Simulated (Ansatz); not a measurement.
# Relaxing a structure of AlPt

The relaxed structure here is a generated cell of AlPt: the first start was made by placing the elements on the sites of a structure type, and the end was not matched to a known phase here, so it may be hypothetical.

The start is a generated cell, AlPt placed in the AFLOW prototype AB_oP8_57_d_d (as in TlF). A full variable-cell relaxation at zero pressure is run with PBEsol (plane waves to 420 eV, PAW, scalar-relativistic; Ansatz, a program for electronic structure). The first steps use a coarse 6×7×7 k-mesh.

The start:
```yaml
crystal:
  lattice:
    - [5.34885, 0.00000, 0.00000]
    - [0.00000, 4.81625, 0.00000]
    - [0.00000, 0.00000, 4.54808]
  atoms:
    - { symbol: Al, position: [0.25500, 0.50960, 0.25000] }
    - { symbol: Al, position: [0.25500, 0.99040, 0.75000] }
    - { symbol: Al, position: [0.74500, 0.00960, 0.25000] }
    - { symbol: Al, position: [0.74500, 0.49040, 0.75000] }
    - { symbol: Pt, position: [0.85930, 0.56280, 0.25000] }
    - { symbol: Pt, position: [0.85930, 0.93720, 0.75000] }
    - { symbol: Pt, position: [0.14070, 0.06280, 0.25000] }
    - { symbol: Pt, position: [0.14070, 0.43720, 0.75000] }
```

**Question.** How large is the pressure on the unrelaxed cell, and of which sign?

**Answer.** +47.1 GPa (positive: the cell is compressed).

**Question.** What is the largest force in the starting geometry, and on which atom (counted from 1)?

**Answer.** 7.99 eV/Å, on Al1, Al2, Al3, Al4 (atoms numbered as listed).

**Question.** How much energy is released per atom?

**Answer.** 1.01 eV/atom.

**Question.** How does the volume change?

**Answer.** +0.8 %, from 14.65 to 14.77 Å³/atom.

**Question.** Is the relaxed structure metallic? Give its gap.

**Answer.** No gap (metallic).

The space group stays Pbcm (No. 57) (the run could not lower it); the end is AFLOW prototype AB_oP8_57_d_d (as in TlF), with 8 atoms in the primitive cell. Final values are on a 9×10×10 k-mesh of the relaxed cell. No spin polarisation in the result.

The run could not lose the symmetry of its start; a randomly shaken copy of 8 atoms returns to this structure.
